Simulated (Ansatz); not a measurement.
## H₄NClO: field gradients at two levels of theory

Cell: an entry of the Crystallography Open Database (COD) whose atoms were relaxed with PBE, the cell held.

Space group P2_1/c (No. 14); a = 6.9500, b = 5.9500, c = 7.7000 Å, β = 120.80°.

| site | Wyckoff | site symmetry | x | y | z |
| --- | --- | --- | --- | --- | --- |
| H1 | 4e | 1 | 0.2431 | 0.9846 | 0.1909 |
| H5 | 4e | 1 | 0.2819 | 0.5286 | 0.1409 |
| H9 | 4e | 1 | 0.1268 | 0.6507 | 0.2299 |
| H13 | 4e | 1 | 0.4163 | 0.6721 | 0.3676 |
| N | 4e | 1 | 0.2734 | 0.6645 | 0.2238 |
| Cl | 4e | 1 | 0.2400 | 0.1856 | 0.3998 |
| O | 4e | 1 | 0.2624 | 0.8587 | 0.1135 |

One atom of each set is listed.

First run. Computed with Ansatz: DFT, PBE, plane waves and PAW, scalar-relativistic, 420 eV cutoff, Γ-centred 6×6×5 k-points, Fermi–Dirac smearing 0.05 eV.

```json
{"site": "H1", "V_zz (10²¹ V/m²)": "2.71", "η": "0.26"}
{"site": "H5", "V_zz (10²¹ V/m²)": "2.40", "η": "0.06"}
{"site": "H9", "V_zz (10²¹ V/m²)": "2.53", "η": "0.06"}
{"site": "H13", "V_zz (10²¹ V/m²)": "2.65", "η": "0.07"}
{"site": "N", "V_zz (10²¹ V/m²)": "8.02", "η": "0.10"}
{"site": "Cl", "V_zz (10²¹ V/m²)": "-1.96", "η": "0.84"}
{"site": "O", "V_zz (10²¹ V/m²)": "25.4", "η": "0.79"}
```

Second run. The same atoms and settings, except that the functional is r2SCAN and the cutoff is 500 eV.

Q: What does the second run give?

A: 

```
site   V_zz     η  change of V_zz
  H1   2.61  0.27           -0.10
  H5   2.32  0.07           -0.08
  H9   2.45  0.07           -0.08
 H13   2.58  0.08           -0.07
   N   8.26  0.10           +0.24
  Cl  -1.77  0.80           +0.19
   O   26.0  0.79           +0.62
```

The largest change of V_zz is on O, from 25.4 to 26.0. In per cent, |V_zz| changes by -4 to -3 on H, +3 on N, -10 on Cl, +2 on O (all sites that start above 0.5).

The lattice is static: at room temperature NH₃ may turn and average the couplings of its hydrogen.
For the second run: The largest force is 0.4 eV/Å, so the atoms aren't at the calculated equilibrium and relaxing them would move these values.
